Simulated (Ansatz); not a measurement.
Starting cell, BAs (zinc blende):

```
BAs
1.0
    0.00000     4.80934     4.80934
    2.40467     0.00000     2.40467
    2.40467     2.40467     0.00000
As B
2 2
Direct
  0.37500   0.75000   0.75000
  0.87500   0.75000   0.75000
  0.00000   0.00000   0.00000
  0.50000   0.00000   0.00000
```

The atoms are displaced by Q × the pattern below (from a DFPT mode at L = (0.5, 0.0, 0.0), largest move 1; Q in Å), at fixed cell. It is one choice among 2 degenerate patterns. (q is in reciprocal vectors of the primitive cell; the cell shown is doubled to hold the pattern.)

| atom | x | y | z |
|---|---|---|---|
| As1 | -0.036 | 0.066 | -0.102 |
| As2 | 0.036 | -0.066 | 0.102 |
| B3 | -0.285 | 0.520 | -0.805 |
| B4 | 0.285 | -0.520 | 0.805 |

These are PBE (plane waves to 420 eV, PAW, scalar-relativistic; Ansatz, an electronic-structure program) values and carry that method's errors. k mesh 6×12×12 (Γ-centred), Fermi-Dirac smearing 0.05 eV. BAs was relaxed with its symmetry unable to fall. 

```csv
Q (Å),−dE/dQ from forces (eV/Å)
-0.100,3.753
-0.083,3.123
-0.067,2.495
-0.050,1.870
-0.033,1.245
-0.017,0.623
0.000,0.000
0.017,-0.623
0.033,-1.245
0.050,-1.870
0.067,-2.495
0.083,-3.123
0.100,-3.753
```

Task: What harmonic wavenumber does the curvature at Q = 0 give?

Result: 650 cm⁻¹. E″ = 37.35 eV/Å², M = Σ mᵢ|uᵢ|² = 24.0 u, ν̃ = 521.5·√(|E″|/M).

(For displaced atoms, the force is minus the slope of the energy, and its curvature is a force constant, which sets phonon frequencies.)
